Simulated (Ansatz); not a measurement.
**Band table of Br (diamond type)**

```
Br
1.0
     0.00000    2.47858    2.47858
     2.47858    0.00000    2.47858
     2.47858    2.47858    0.00000
Br
2
Direct
  0.87500 0.87500 0.87500
  0.12500 0.12500 0.12500
```

The cell comes from a relaxation on PAW files under the same functional, begun from a prototype that needn't be the stable phase.

Level of theory: DFT with LDA, scalar-relativistic, in Ansatz 0.2.0; a Γ-centred 11×11×11 k mesh, Fermi–Dirac smearing of 0.08 eV, no spin polarisation. LAPW: all electrons, basis error target 1 meV/atom.

This run: volume at 0.4 of the series' base cell.

The structure type is held throughout; the real material can change phase at far lower pressure.

Path points, in fractions of the reciprocal vectors: Γ (0.000, 0.000, 0.000), X (0.500, 0.000, 0.500), U (0.625, 0.250, 0.625), K (0.375, 0.375, 0.750), L (0.500, 0.500, 0.500), W (0.500, 0.250, 0.750). The distance column jumps between branches of the path. Levels in eV from the Fermi level; bands 19 to 28, counted from the lowest band of the run. The gap is zero, the pressure 137.0 GPa.

```
# k(1/Å) point b19 b20 b21 b22 b23 b24 b25 b26 b27 b28
0.000 Γ -24.66 -10.79 -8.45 -8.45 -8.45 -3.94 -3.94 -3.94 3.54 6.21
0.158 - -24.58 -11.50 -8.67 -8.67 -7.76 -4.08 -3.63 -3.63 3.85 5.56
0.317 - -24.37 -12.77 -9.17 -9.17 -6.58 -4.43 -2.85 -2.85 4.38 4.71
0.475 - -24.01 -14.12 -9.75 -9.75 -5.50 -4.85 -1.79 -1.79 3.41 5.93
0.634 - -23.51 -15.46 -10.31 -10.31 -5.22 -4.79 -0.60 -0.60 3.00 7.30
0.792 - -22.87 -16.76 -10.77 -10.77 -5.49 -4.59 0.63 0.63 3.34 8.39
0.951 - -22.11 -18.00 -11.11 -11.11 -5.61 -4.78 1.83 1.83 4.31 8.92
1.109 - -21.23 -19.16 -11.32 -11.32 -5.58 -5.11 2.80 2.80 5.61 8.27
1.267 X -20.25 -20.25 -11.39 -11.39 -5.41 -5.41 3.21 3.21 7.02 7.02
1.324 - -20.25 -20.23 -11.43 -11.39 -5.40 -5.33 3.15 3.17 6.87 7.08
1.380 - -20.28 -20.20 -11.52 -11.37 -5.39 -5.13 2.99 3.06 6.50 7.25
1.436 - -20.33 -20.14 -11.66 -11.33 -5.37 -4.80 2.76 2.88 6.02 7.51
1.492 - -20.40 -20.06 -11.82 -11.28 -5.34 -4.38 2.47 2.65 5.51 7.82
1.548 - -20.49 -19.96 -11.99 -11.22 -5.31 -3.88 2.16 2.38 5.00 8.08
1.604 - -20.60 -19.84 -12.15 -11.15 -5.28 -3.32 1.84 2.07 4.50 7.64
1.660 - -20.73 -19.69 -12.28 -11.06 -5.24 -2.73 1.52 1.74 4.03 7.21
1.716 U -20.89 -19.52 -12.39 -10.96 -5.21 -2.13 1.21 1.39 3.61 6.80
2.492 K -20.89 -19.52 -12.39 -10.96 -5.21 -2.13 1.21 1.39 3.61 6.80
2.660 - -21.45 -18.88 -12.49 -10.60 -5.14 -0.69 0.31 0.42 3.03 5.71
2.828 - -22.11 -18.04 -12.26 -10.18 -5.22 -0.73 -0.73 -0.10 4.24 4.87
2.996 - -22.79 -17.02 -11.74 -9.73 -5.49 -1.67 -1.52 -0.39 4.33 6.05
3.164 - -23.41 -15.81 -11.01 -9.31 -5.92 -2.47 -2.34 -0.74 4.15 6.54
3.332 - -23.94 -14.46 -10.17 -8.94 -6.44 -3.11 -3.02 -1.51 4.35 5.79
3.500 - -24.33 -13.01 -9.34 -8.67 -7.08 -3.57 -3.53 -2.63 4.79 4.91
3.668 - -24.58 -11.59 -8.70 -8.51 -7.88 -3.85 -3.84 -3.58 3.89 5.71
3.836 Γ -24.66 -10.79 -8.45 -8.45 -8.45 -3.94 -3.94 -3.94 3.54 6.21
3.973 - -24.60 -11.37 -8.53 -8.53 -8.08 -3.82 -3.82 -3.80 3.77 5.98
4.111 - -24.44 -12.50 -8.73 -8.73 -7.59 -3.51 -3.51 -3.30 4.40 5.56
4.248 - -24.18 -13.75 -9.00 -9.00 -7.40 -3.10 -3.10 -2.38 5.15 5.27
4.385 - -23.82 -14.97 -9.26 -9.26 -7.45 -2.70 -2.70 -1.16 5.26 5.26
4.522 - -23.40 -16.09 -9.50 -9.50 -7.59 -2.40 -2.40 0.21 5.61 5.61
4.659 - -22.96 -17.05 -9.67 -9.67 -7.73 -2.20 -2.20 1.59 5.63 6.33
4.797 - -22.59 -17.73 -9.78 -9.78 -7.82 -2.11 -2.11 2.70 5.88 7.34
4.934 L -22.44 -17.99 -9.82 -9.82 -7.86 -2.08 -2.08 3.14 6.63 6.86
5.046 - -22.40 -18.02 -10.19 -9.87 -7.44 -2.11 -1.96 2.99 6.47 6.80
5.158 - -22.28 -18.10 -10.86 -10.02 -6.65 -2.18 -1.59 2.55 5.61 7.27
5.270 - -22.09 -18.26 -11.48 -10.26 -5.82 -2.24 -1.01 1.93 4.71 7.59
5.382 - -21.83 -18.50 -11.94 -10.58 -5.06 -2.24 -0.29 1.22 4.00 7.56
5.494 - -21.50 -18.84 -12.21 -10.94 -4.37 -2.17 0.27 0.51 3.74 7.44
5.606 - -21.11 -19.25 -12.29 -11.32 -3.73 -2.10 -0.09 0.33 4.20 7.22
5.718 - -20.67 -19.72 -12.20 -11.68 -3.12 -2.19 -0.40 0.03 5.14 6.80
5.830 W -20.20 -20.20 -11.99 -11.99 -2.57 -2.57 -0.30 -0.30 6.10 6.10
5.909 - -20.20 -20.20 -11.97 -11.97 -2.79 -2.79 -0.06 -0.06 6.12 6.12
5.989 - -20.21 -20.21 -11.91 -11.91 -3.27 -3.27 0.49 0.49 6.15 6.15
6.068 - -20.21 -20.21 -11.82 -11.82 -3.81 -3.81 1.15 1.15 6.23 6.23
6.147 - -20.22 -20.22 -11.71 -11.71 -4.32 -4.32 1.80 1.80 6.34 6.34
6.226 - -20.23 -20.23 -11.60 -11.60 -4.77 -4.77 2.38 2.38 6.51 6.51
6.305 - -20.24 -20.24 -11.49 -11.49 -5.11 -5.11 2.83 2.83 6.72 6.72
6.385 - -20.24 -20.24 -11.42 -11.42 -5.33 -5.33 3.11 3.11 6.93 6.93
6.464 X -20.25 -20.25 -11.39 -11.39 -5.41 -5.41 3.21 3.21 7.02 7.02
```
